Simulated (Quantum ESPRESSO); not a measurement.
**Convergence of NMR parameters in KCl**

```xyz
2
Lattice="0.0000 3.1419 3.1419 3.1419 0.0000 3.1419 3.1419 3.1419 0.0000" Properties=species:S:1:pos:R:3 pbc="T T T"
K      0.0000     0.0000     0.0000
Cl     3.1419     3.1419     3.1419
```
The cell comes from the Materials Project (a computed structure). It is KCl in Fm-3m. Stability against distortions was not tested.

Method: σ by GIPAW with PBE in a modified build of Quantum ESPRESSO, on JTH PAW datasets. The cutoff rises from row to row, with the meshes as listed. Costs are rough, from a shared machine. Shieldings are absolute and leave out the bulk-susceptibility term; a larger σ means a smaller chemical shift. No d partial waves on Cl: the paramagnetic term there is incompletely reconstructed.

```json
[
 {"setting": "A", "cutoff (Ha)": "15", "k-mesh": "3×3×3 shifted", "σ_iso Cl (ppm)": "905.3", "f-sum rule missed by (%)": "0.03", "rough cost ratio": "about 1"},
 {"setting": "B", "cutoff (Ha)": "25", "k-mesh": "4×4×4 shifted", "σ_iso Cl (ppm)": "902.6", "f-sum rule missed by (%)": "0.00", "rough cost ratio": "3"},
 {"setting": "C", "cutoff (Ha)": "35", "k-mesh": "6×6×6 shifted", "σ_iso Cl (ppm)": "902.5", "f-sum rule missed by (%)": "0.00", "rough cost ratio": "20"}
]
```

Largest change from the last row but one to the last: σ_iso Cl (ppm) by -0.1.
